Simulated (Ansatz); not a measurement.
MoS2 (rutile, space group No. 136), PBE (plane waves, PAW; program Ansatz), all energies at zero smearing, with the estimated change up to a 700 eV cutoff added, with one set of potentials and settings (totals compare only within such a set). Cell of 6 atoms (2 Mo, 4 S): -13523.190 eV.

| element | reference phase | E (eV/atom) |
|---|---|---|
| Mo | Im-3m, 1 atoms in the cell | -4956.0212 |
| S | Fddd, 32 atoms in the cell | -902.0599 |

Formation energy per atom, worked out: (-13523.190 − 2×(-4956.0212) − 4×(-902.0599))/6 = -0.485 eV/atom (-47 kJ per mol of atoms), at 0 K, without zero-point energy or fitted corrections.

Space group P4_2/mnm (rutile). A made-up cell: these elements were put on the sites of a structure type; neither database checked (COD, Materials Project) lists it. It is not the phase usual at ambient conditions (space group No. 160, 194). The cell was relaxed with PBE under the symmetry of its start; its stability against distortions is not shown here. The run is not spin-polarised. The references are the lowest solids computed at this level, not always the standard phases.

Potentials: the later of the program's two PAW sets.
